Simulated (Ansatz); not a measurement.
Here is an unrelaxed guess for InAgS.

```xyz
3
Lattice="4.2991 0.0000 0.0000 0.0000 4.2991 0.0000 0.0000 0.0000 4.1109" Properties=species:S:1:pos:R:3 pbc="T T T"
In    0.0000    0.0000    0.0000
Ag    2.1496    2.1496    2.0555
S     2.1496    2.1496    0.0000
```

These are results of DFT PBE, scalar-relativistic, plane waves, PAW in Ansatz, not measurements. Plane waves to 420 eV, a k mesh through Γ of 4×4×4 on the computed 3-atom cell and Gaussian smearing (0.10 eV); no spin polarisation.

Formation energies are uncorrected and refer to the elements' standard structures at the same level.

Question: What does a single point on this coarse mesh give?

Answer: The pressure is 15.7 GPa (the mean over three directions, positive in compression), the largest force is 0.00 eV/Å (symmetry fixes the atoms), and the energy is +0.40 eV/atom against the elements. The shortest distance is 2.06 Å.

Question: How much does it gain on relaxing, and where does it end?

Answer: Relaxing gains about 0.36 eV/atom (the start's value is from the coarse mesh, so the gain is rough) in 12 ionic steps and ends at +0.04 eV/atom on the finer mesh. The symmetry stays P4/mmm (No. 123). The volume per atom grows by 18.1 %, from 25.3 to 29.9 Å³. The shortest distance goes from 2.06 Å (Ag–S) to 2.35 Å (Ag–S). The ratio c/a of the conventional cell changes by a factor of 1.13. Conventional cell: a = 4.369 Å, c = 4.701 Å. In has 4 S at 3.09 Å; Ag has 2 S at 2.35 Å; around S lie 2 Ag at 2.35 Å and 4 In at 3.09 Å.

The last run used a 12×12×10 mesh (in the run's order of axes) for its 3-atom cell and Gaussian smearing of 0.10 eV. The reference form of S is held partly by dispersion forces, which this level lacks. The relaxation can't lower the symmetry of the start. A structure relaxed within its symmetry needn't be a true minimum.
